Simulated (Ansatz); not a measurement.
Li (fcc (Cu type), space group No. 225) at seven volumes, DFT-r²SCAN in the program Ansatz with PAW potentials, scaled uniformly. One row is withheld.

```tsv
V (Å³/atom)	P (GPa)
19.072	1.43
19.700	0.89
20.329	0.42
20.958	0.00
21.587	?
22.215	-0.69
22.844	-0.97
```

Question: Fit the shown pressures and predict the withheld one.

Answer: P = (3/2)B₀(x^(7/2) − x^(5/2))[1 + (3/4)(B′ − 4)(x − 1)] with x = (V₀/V)^(2/3). Least squares on the six rows gives V₀ = 20.959 Å³/atom, B₀ = 13.0 GPa, B′ = 3.27. At V = 21.587, x = 0.9805 and P = -0.37 GPa. The run itself gave -0.37 GPa.

Space group Fm-3m (fcc (Cu type)). The first step of the workflow began from a Materials Project structure, measured or hypothetical; the Crystallography Open Database files this formula in space group No. 225, but the cells were not matched. It is not the phase usual at ambient conditions (space group No. 229). Symmetry was held in the r²SCAN relaxation; whether a distortion lowers the energy is not shown.

Potentials: the later of the program's two PAW sets.
